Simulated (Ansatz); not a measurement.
A geometry of SnSe away from equilibrium: step 2 of the relaxation of a relaxed SnSe cell displaced along its unstable phonon at q = (½, ½, 0) of its primitive reciprocal cell (123i cm⁻¹), largest move 0.15 Å. The numbers are results of PBE (plane waves to 420 eV, PAW, scalar-relativistic; Ansatz, an electronic-structure program), not measurements. Γ-centred k-mesh 8×8×4 on the run's cell (coarser than for final values), Fermi–Dirac smearing 0.05 eV.

```xyz
8
Lattice="7.8871 0.0000 0.0000 3.9436 3.9436 0.0000 0.0000 0.0000 8.1863" Properties=species:S:1:pos:R:3 pbc="T T T"
Sn     8.2319     1.9718     0.0000
Sn     3.5988     1.9718     0.0000
Sn     1.9718    -0.3448     4.0932
Sn     5.9153     0.3448     4.0932
Se     0.0000     0.0000     2.0466
Se     3.9436     0.0000     2.0466
Se     0.0000     0.0000     6.1397
Se     3.9436     0.0000     6.1397
```

Task: What forces act on the atoms (eV/Å)?

Result: 
```json
[
 {"atom": "Sn1", "Fx": "0.63", "Fy": "0.00", "Fz": "0.00"},
 {"atom": "Sn2", "Fx": "-0.63", "Fy": "0.00", "Fz": "0.00"},
 {"atom": "Sn3", "Fx": "0.00", "Fy": "-0.63", "Fz": "0.00"},
 {"atom": "Sn4", "Fx": "0.00", "Fy": "0.63", "Fz": "0.00"},
 {"atom": "Se5", "Fx": "0.00", "Fy": "0.00", "Fz": "0.00"},
 {"atom": "Se6", "Fx": "0.00", "Fy": "0.00", "Fz": "0.00"},
 {"atom": "Se7", "Fx": "0.00", "Fy": "0.00", "Fz": "0.00"},
 {"atom": "Se8", "Fx": "0.00", "Fy": "0.00", "Fz": "0.00"}
]
```

Task: What is the pressure?

Result: -0.2 GPa, compression positive.

No spin polarisation in the result.

The run could not lose the symmetry of its start: the end is stationary, and may be a saddle point rather than a minimum.

The end of the path is a generated cell of SnSe: the first start was made by placing the elements on the sites of a structure type, and the end was not matched to a known phase here, so it may be hypothetical. Known forms of SnSe include space group No. 62.
